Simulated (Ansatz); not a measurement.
SiNF:
```xyz
6
Lattice="2.8823 0.0000 0.0000 0.0000 4.7870 0.0000 0.0000 0.0000 4.8107" Properties=species:S:1:pos:R:3 pbc="T T T"
Si     0.0000     1.8550     4.7692
N      1.4411     2.3098     3.9640
F      0.0000     0.2738     0.0865
Si     1.4411     2.9321     2.3638
N      0.0000     2.4772     1.5586
F      1.4411     4.5132     2.4918
```

x, y and z are the axes in which the lattice vectors are written.

Question: Give the high-frequency dielectric tensor and the Born effective charge tensors of the independent atoms from DFPT, the program Ansatz at the LDA level (PAW).

Answer: 
ε∞:
```
3.27  0.00  0.00
0.00  2.58  0.00
0.00  0.00  3.19
```
Z* of atom 1 (Si), rows: field, columns: displacement, in e:
```
3.55  0.00  0.00
0.00  2.60  0.14
0.00  0.17  3.48
```
Z* of atom 2 (N), rows: field, columns: displacement, in e:
```
-2.79   0.00   0.00
 0.00  -1.17   0.35
 0.00   0.39  -2.74
```
Z* of atom 3 (F), rows: field, columns: displacement, in e:
```
-0.76   0.00   0.00
 0.00  -1.43   0.04
 0.00   0.04  -0.74
```

Space group Pmn2_1. The start of the workflow was typed in or built on a structure type; neither database checked (COD, Materials Project) lists it. Whether it is the stable phase at ambient conditions was not checked. The LDA relaxation kept the symmetry of its start; its stability against distortions is not shown here. The volume moved by -42 % from the start of the relaxation. A crystal of weakly bound layers computed without a dispersion correction: the cell and the soft elastic constants depend strongly on that.

Potentials: the earlier of the program's two PAW sets. The files were generated under PBE; for other functionals the program regenerates the frozen cores, and for LDA and PBEsol the local potential too.
